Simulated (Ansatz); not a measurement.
Na2LiSCl: short dynamics, then relaxation

A packing of 20 atoms, thrown in at random and pushed apart as soft spheres with like charges further apart (4 Cl, 4 Li, 8 Na, 4 S) went through Langevin stages in a fixed cell of 20.74 Å³/atom, at one k point, without spin and with a Fermi–Dirac width of kT (0.05 eV at least). Level of theory: DFT PBE+D3(BJ), scalar-relativistic, plane waves, PAW (Ansatz 0.2.0).

| thermostat (K) | duration (fs) | friction (1/fs) | cutoff (eV) | mean T (K) | mean P (GPa) | mean square displacement (Å²) |
| --- | --- | --- | --- | --- | --- | --- |
| 1800 | 36 | 0.030 | 320 | 1895 | 5.6 | 0.19 |
| 1800 | 375 | 0.030 | 420 | 1688 | 4.7 | 1.36 |
| 1300 | 375 | 0.030 | 420 | 1328 | 2.8 | 0.84 |
| 720 | 375 | 0.030 | 420 | 680 | 1.6 | 0.37 |
| 300 | 375 | 0.030 | 420 | 311 | 0.7 | 0.18 |

Means run over the second half of a stage; pressure includes the kinetic part; displacements count from the stage's start, the atoms' common shift taken off. In so short a run the atoms moved about a bond length or less in the hot stages, so this is an annealed packing, not a quenched equilibrium liquid.

Cell and atoms were then relaxed on coarser meshes and computed once more: Settings: cutoff 420 eV, Γ-centred mesh 3×3×3 on the computed 20-atom cell, Gaussian smearing of 0.02 eV; no spin polarisation.

Question: What structure is left?

Answer: One draw of many: 20.58 Å³/atom with a gap on the mesh of 2.43 eV (a random packing after short dynamics, relaxed).

Counting as bonded all pairs within 1.2 times the summed covalent radii, but none from a metal cation to another cation:

```json
{"atom → neighbour": "Cl → Li", "mean count": "1.00", "mean length (Å)": "2.44", "spread (Å)": "0.05"}
{"atom → neighbour": "Cl → Na", "mean count": "5.00", "mean length (Å)": "2.83", "spread (Å)": "0.12"}
{"atom → neighbour": "Li → Cl", "mean count": "1.00", "mean length (Å)": "2.44", "spread (Å)": "0.05"}
{"atom → neighbour": "Li → S", "mean count": "2.75", "mean length (Å)": "2.43", "spread (Å)": "0.12"}
{"atom → neighbour": "Na → Cl", "mean count": "2.50", "mean length (Å)": "2.83", "spread (Å)": "0.12"}
{"atom → neighbour": "Na → S", "mean count": "2.25", "mean length (Å)": "2.78", "spread (Å)": "0.11"}
{"atom → neighbour": "S → Li", "mean count": "2.75", "mean length (Å)": "2.43", "spread (Å)": "0.12"}
{"atom → neighbour": "S → Na", "mean count": "4.50", "mean length (Å)": "2.78", "spread (Å)": "0.11"}
```

Angles between all pairs of such bonds at an atom (mean ± spread): 103 ± 29° at Cl, 110 ± 8° at Li, 107 ± 27° at Na, 102 ± 32° at S.

```yaml
crystal:
  lattice:
    - [7.55766, 0.06032, 0.46096]
    - [0.04836, 7.42161, 0.78966]
    - [0.48208, 0.84029, 7.45706]
  atoms:
    - { symbol: Na, position: [0.00454, 0.97736, 0.61351] }
    - { symbol: Na, position: [0.06235, 0.66082, 0.23816] }
    - { symbol: Na, position: [0.71728, 0.83121, 0.96206] }
    - { symbol: Na, position: [0.24160, 0.12598, 0.21468] }
    - { symbol: Na, position: [0.88239, 0.32975, 0.02835] }
    - { symbol: Na, position: [0.51416, 0.36682, 0.78020] }
    - { symbol: Na, position: [0.34131, 0.98870, 0.72131] }
    - { symbol: Na, position: [0.63768, 0.83217, 0.43240] }
    - { symbol: S, position: [0.20603, 0.31218, 0.49212] }
    - { symbol: S, position: [0.71392, 0.54141, 0.26467] }
    - { symbol: S, position: [0.27035, 0.80110, 0.46104] }
    - { symbol: S, position: [0.67954, 0.09223, 0.63207] }
    - { symbol: Li, position: [0.55464, 0.25300, 0.37658] }
    - { symbol: Li, position: [0.14317, 0.54349, 0.66256] }
    - { symbol: Li, position: [0.86541, 0.36085, 0.51295] }
    - { symbol: Li, position: [0.40198, 0.56246, 0.34626] }
    - { symbol: Cl, position: [0.58742, 0.11873, 0.11391] }
    - { symbol: Cl, position: [0.81939, 0.58198, 0.72304] }
    - { symbol: Cl, position: [0.05400, 0.98834, 0.98526] }
    - { symbol: Cl, position: [0.22562, 0.48748, 0.96774] }
```

An odd mesh misses points on the zone edge, so a gap read on it can be too wide.

Cost: 6 runs of about 18 core-minutes in all (earlier runs that led there not counted), on AMD EPYC 9R45 (Zen 5) (shared hosts).